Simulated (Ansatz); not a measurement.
Volume from PBE minus that from r²SCAN (% of the latter), each on its own relaxed cell (Ansatz, a quantum-chemistry and plane-wave program, plane waves, PAW; no spin–orbit coupling, no Hubbard U), over 110 phases of the class «rare-earth compounds»: what sign and size do you expect?

Mean 1.5 %, median 1.3 %, mean absolute 1.6 %; eight in ten lie between -0.1 and 2.7 %, and 87 % are above zero.

Some cases that may be named, with their rank among the 110 from the lowest: LaB6, Pm-3m (La on 1a, B on 6f) 0.2 % (rank 18); LaN, Pnma (La on 4c, N on 4c) 0.4 % (rank 23); La2TaReN6, Fm-3m (La on 8c, Ta on 4b, Re on 4a, N on 24e) 1.3 % (rank 53); La2O3, La2O3 or Ni2Al3 type 1.3 % (rank 54); CeO2, fluorite 1.5 % (rank 64).

The phases are those computed here (of each formula those with measured values and the lowest at some level), not a balanced benchmark, and neither functional is the truth. Pairs that end in unlike spin orders or unlike minima (c/a over 6 % apart, 30 % for weakly bound crystals), magnets with 4f shells, solids of gases and phases set aside for tests are left out.

2 of the phases carry moments, in the orders computed and without U. 6 hold 4f electrons in the valence, where a lower state may exist. 4 are weakly bound layers, chains or molecules. 1 relaxed far from the usual cell at some level.

With the 4f shell in the valence, where a lower state may exist: CeO2, fluorite. Typed or built starts, not in the databases checked: LaN, Pnma (La on 4c, N on 4c); La2TaReN6, Fm-3m (La on 8c, Ta on 4b, Re on 4a, N on 24e). Began spin-polarised and lost the moments: La2TaReN6, Fm-3m (La on 8c, Ta on 4b, Re on 4a, N on 24e) with PBE; La2TaReN6, Fm-3m (La on 8c, Ta on 4b, Re on 4a, N on 24e) with r²SCAN; CeO2, fluorite with PBE; CeO2, fluorite with r²SCAN. All cells were relaxed under the symmetry of their starts (and spin orders); stability against distortions was not tested throughout. No Hubbard U is applied. Scalar-relativistic: spin–orbit coupling is off unless named, which matters more the heavier the elements.

Potentials: the later of the program's two PAW sets.

Ansatz is a plane-wave DFT program.
